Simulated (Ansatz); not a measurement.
BAs in space group P6_422 (No. 181; B on 3c, As on 3d), DFT-PBEsol in the program Ansatz with PAW potentials. The conduction-band minimum lies at M, with 3 equivalent valleys. Second derivatives d²E/dk² of the lowest band at one valley (eV·Å²), along Cartesian directions:

```
direction  d²E/dk²
---------  -------
[100]        23.63
[010]        24.29
[001]        39.68
[110]        23.95
[101]        31.68
[011]        31.81
```

Task: Find the principal effective masses, the density-of-states mass and the conductivity mass.

Result: Off-diagonal terms follow from H_xy = H[110] − (H_xx + H_yy)/2, and m*/mₑ = 7.620 eV·Å² over each eigenvalue: 0.19, 0.31, 0.32. One valley's DOS mass (m₁m₂m₃)^(1/3) = 0.27, conductivity mass 3/(Σ 1/mᵢ) = 0.26 mₑ.

Task: What effective density of states Nc follows at 300 K for parabolic valleys?

Result: Nc = 2.509e19 × 3 × (0.27)^(3/2) ≈ 1.1e19 cm⁻³.

Task: With the computed static dielectric constant 16.1 (mean of the diagonal), estimate a hydrogenic donor's binding energy and radius.

Result: E = 13.606 eV × 0.26/16.1² ≈ 14 meV; a = 0.529 Å × ε/m* ≈ 33 Å. Semilocal masses tend to be too small where the gap is.

The start of the workflow was typed in or built on a structure type; neither database checked (COD, Materials Project) lists it. It is not the phase usual at ambient conditions (space group No. 216). Symmetry was held in the PBEsol relaxation; of distortions, only those at the zone centre were tested. Its formation energy is positive at this level, so the cell may be metastable or incomplete. Spin–orbit coupling is left out wherever it is not named.

Potentials: the later of the program's two PAW sets.
